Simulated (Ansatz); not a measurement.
Data:

NiBi$_{3}$:
```xyz
4
Lattice="4.6492 0.0000 0.0000 0.0000 4.6492 0.0000 0.0000 0.0000 4.6492" Properties=species:S:1:pos:R:3 pbc="T T T"
Bi     0.0000     2.3246     2.3246
Bi     2.3246     2.3246     0.0000
Bi     2.3246     0.0000     2.3246
Ni     0.0000     0.0000     0.0000
```

This is the PBEsol-relaxed structure.

All from the program Ansatz at the PBEsol level (PAW), unless another level is named. Predict the formation energy from the elements (no fitted shifts).

0.43 eV/atom.

Predict the density of states at the Fermi level.

0.74 states/eV per atom (mean over ±0.08 eV).

Space group Pm-3m (Cu3Au type). The cell is a constructed one: a structure type filled with these elements; neither database checked (COD, Materials Project) lists it. Whether it is the stable phase at ambient conditions was not checked. Symmetry was held in the PBEsol relaxation. At this level the phase is dynamically unstable (imaginary phonons). The workflow began spin-polarised and lost its moments. The references are the lowest solids computed at this level, not always the standard phases. Scalar-relativistic: spin–orbit coupling is off unless named, which matters more the heavier the elements.

Potentials: the earlier of the program's two PAW sets. The files were generated under PBE; for other functionals the program regenerates the frozen cores, and for LDA and PBEsol the local potential too.
